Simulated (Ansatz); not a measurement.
# 65Cu nuclear quadrupole resonance in Al2Cu under strain

Cell: a COD entry, relaxed with PBE at fixed cell and then changed (z stretched by 2 %, ions relaxed).

```yaml
crystal:
  lattice:
    - [-3.03350, 3.03350, 2.48727]
    - [3.03350, -3.03350, 2.48727]
    - [3.03350, 3.03350, -2.48727]
  atoms:
    - { symbol: Al, position: [0.65914, 0.15914, 0.81829] }
    - { symbol: Al, position: [0.15914, 0.34086, 0.50000] }
    - { symbol: Al, position: [0.34086, 0.84086, 0.18171] }
    - { symbol: Al, position: [0.84086, 0.65914, 0.50000] }
    - { symbol: Cu, position: [0.25000, 0.25000, 0.00000] }
    - { symbol: Cu, position: [0.75000, 0.75000, 0.00000] }
```

Atom numbers follow the list; atoms alike are taken as one site, whose name carries the number of the first.

Level of theory: DFT, PBE, plane waves and PAW, scalar-relativistic, 420 eV cutoff, Γ-centred 12×12×12 k-points, Fermi–Dirac smearing 0.05 eV (Ansatz 0.2.0).

65Cu: I = 3/2, Q = -204.0 mb (year-2017 value). Static lattice, zero field.

Task: Predict the zero-field 65Cu lines of each site.

Result: For I = 3/2 there is one line, ν = (|C_Q|/2)(1 + η²/3)^½.

```csv
site,atoms,V_zz (10²¹ V/m²),C_Q (MHz),η,line frequencies (MHz)
Cu,"5, 6",-2.18,10.7,0.00,5.37
```

Task: And for 63Cu (I = 3/2, Q = -220.0 mb) on Cu?

Result: C_Q scales with Q to 11.6 MHz, with lines at 5.80 MHz.

An axis of threefold or higher order runs through Cu, so V_zz lies along it and η is zero.

The run finds no gap above 0.1 eV (a metal, or nearly one), so the gradients can move by 10 % or more with the k-mesh.
